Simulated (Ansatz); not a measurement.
## CrH10S2N4O8 and a variant

Base: an entry of the Crystallography Open Database (COD) whose atoms were relaxed with r2SCAN, the cell held.

```xyz
25
Lattice="5.4568 0.0000 0.0000 -0.7547 5.6591 0.0000 -1.6954 -0.4602 7.0506" Properties=species:S:1:pos:R:3 pbc="T T T"
Cr    0.0000    0.0000    0.0000
H     3.8493    3.8975    1.8014
H    -0.8426    1.3014    5.2492
H    -0.8377    5.1054    2.5758
H     3.8444    0.0936    4.4749
H     1.1956    4.2684    2.0280
H     1.8111    0.9305    5.0226
H     0.2841    3.1843    2.9366
H     2.7227    2.0146    4.1141
H     0.4694    2.9701    1.2574
H     2.5373    2.2289    5.7932
S     2.8249    1.2355    1.5005
S     0.1818    3.9634    5.5501
N    -0.7858    4.5111    1.7471
N     3.7925    0.6878    5.3036
N     0.3609    3.6517    2.0131
N     2.6458    1.5472    5.0376
O     4.0344    1.3722    0.6234
O    -1.0277    3.8267    6.4273
O     1.5829    1.2404    0.6629
O     1.4238    3.9585    6.3877
O     2.7846    2.4249    2.3788
O     0.2221    2.7741    4.6719
O     2.9251    0.0115    2.3134
O     0.0816    5.1875    4.7372
```

Atoms are numbered from 1 in the order listed; like atoms form one site, named after its first atom.

The numbers come from a DFT calculation in Ansatz (r2SCAN, plane waves and PAW, scalar-relativistic, 500 eV cutoff, Γ-centred 4×4×3 k-points, Fermi–Dirac smearing 0.02 eV).

Gradients in 10²¹ V/m²:

| site | atoms | V_zz base | η base | V_zz variant | η variant |
| --- | --- | --- | --- | --- | --- |
| Cr | 1 | -16.53 | 0.65 | -15.54 | 0.69 |
| H2 | 2, 3 | 2.91 | 0.14 | 2.91 | 0.14 |
| H4 | 4, 5 | 3.32 | 0.11 | 2.91 | 0.12 |
| H6 | 6, 7 | 2.45 | 0.06 | 2.45 | 0.05 |
| H8 | 8, 9 | 2.48 | 0.07 | 2.07 | 0.08 |
| H10 | 10, 11 | 3.05 | 0.07 | 2.70 | 0.07 |
| S | 12, 13 | -1.13 | 0.36 | -1.05 | 0.55 |
| N14 | 14, 15 | 10.40 | 0.85 | 10.27 | 0.86 |
| N16 | 16, 17 | 6.11 | 0.19 | 5.95 | 0.28 |
| O18 | 18, 19 | 14.30 | 0.07 | 14.88 | 0.09 |
| O20 | 20, 21 | 14.54 | 0.01 | 15.08 | 0.04 |
| O22 | 22, 23 | 13.42 | 0.10 | 14.12 | 0.07 |
| O24 | 24, 25 | 13.18 | 0.13 | 13.77 | 0.12 |

(1) Which change was made?
A. z stretched by 3 %, ions at fixed fractional positions
B. x and y stretched by 2 %, ions at fixed fractional positions
C. volume scaled by 0.99, ions at fixed fractional positions
D. volume scaled by 1.01, ions at fixed fractional positions

Results:

(1) A. The largest change of V_zz is on Cr, from -16.53 to -15.54. In per cent, |V_zz| changes by -6 on Cr, -17 to 0 on H, -7 on S, -3 to -1 on N, +4 to +5 on O (all sites that start above 0.5). Where |V_zz| stays above 0.1, η moves most on S, from 0.36 to 0.55.

The run isn't spin-polarised; if Cr carries unpaired electrons in the real compound, its values differ. The lattice is static: at room temperature NH₃ may turn and average the couplings of its hydrogen. With a gap of 0.3 eV on this mesh, the gradients can still move by some per cent as the k-mesh gets denser.
For the variant: At this changed cell the r2SCAN pressure is -5 GPa. The atoms aren't relaxed in the changed cell (largest force 0.8 eV/Å).
